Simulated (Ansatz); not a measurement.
This cell of Rh (fcc, Cu type) is off equilibrium:

```xyz
4
Lattice="3.8000 0.0000 0.0000 0.0000 3.8000 0.0000 0.0000 0.0000 3.8000" Properties=species:S:1:pos:R:3 pbc="T T T"
Rh    -0.0764    -0.0764     0.0000
Rh     1.9000     1.9000     0.0000
Rh     1.9000     0.0000     1.9000
Rh     0.0000     1.9000     1.9000
```

Level of theory: r2SCAN (plane waves to 500 eV, PAW, scalar-relativistic; Ansatz, an electronic-structure program). k mesh 10×10×10 (Γ-centred), Fermi-Dirac smearing 0.05 eV. The energy includes the smearing's −TS. Compression counts positive. With partly filled bands, energies and forces of such displacements shift with the k mesh and the smearing. Rh is run without spin polarisation. Rh was relaxed with its symmetry unable to fall.

Question: Predict the force on every atom, in eV/Å.

Answer: 
| atom | Fx | Fy | Fz |
|---|---|---|---|
| Rh1 | 0.901 | 0.901 | 0.000 |
| Rh2 | -0.408 | -0.408 | 0.000 |
| Rh3 | -0.392 | -0.101 | 0.000 |
| Rh4 | -0.101 | -0.392 | 0.000 |

Question: Give the stress tensor in GPa and the pressure.

Answer: 
```
    0.9      0.7      0.0
    0.7      0.9      0.0
    0.0      0.0      0.7
```
The pressure, a third of the trace, is 0.9 GPa.

Question: In it atom 1 sits (-0.076, -0.076, 0.000) Å away from its relaxed site. What is its energy relative to the relaxed cell?

Answer: 68 meV/cell.

(For displaced atoms, the force is minus the slope of the energy, and its curvature is a force constant, which sets phonon frequencies.)
